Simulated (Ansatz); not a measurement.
**Zone-centre modes in AlCo$_{3}$**

Method: DFT r2SCAN, scalar-relativistic, plane waves, PAW (Ansatz 0.2.0). The runs took a 500 eV cutoff, a Γ-centred 14×14×14 mesh and Gaussian smearing (0.15 eV). Collinear spins, started from moments 0.0, 1.8, 1.8, 1.8 μB in atom order; the magnetic state may not be the lowest.

Zero of the scan (relaxed at this level; it needn't be the usual structure):

```
Al Co
1.0
     3.58639    0.00000    0.00000
     0.00000    3.58639    0.00000
     0.00000    0.00000    3.58639
Al Co
1 3
Direct
  0.00000 0.00000 0.00000
  0.50000 0.50000 0.00000
  0.50000 0.00000 0.50000
  0.00000 0.50000 0.50000
```

Harmonic modes by finite displacements of 0.02 Å, without the LO–TO term.

(1) At this geometry, is the structure stable against these modes?

(2) List the wavenumbers in cm⁻¹.

Results:

(1) Yes: no mode is imaginary beyond 10 cm⁻¹, and only the three translations lie near zero.

(2) 0, 0, 0, 225, 225, 225, 229, 229, 229, 349, 349, 349.

Cost: 1 run of about 11 core-minutes, on Intel Xeon Platinum 8488C (Sapphire Rapids) (shared hosts).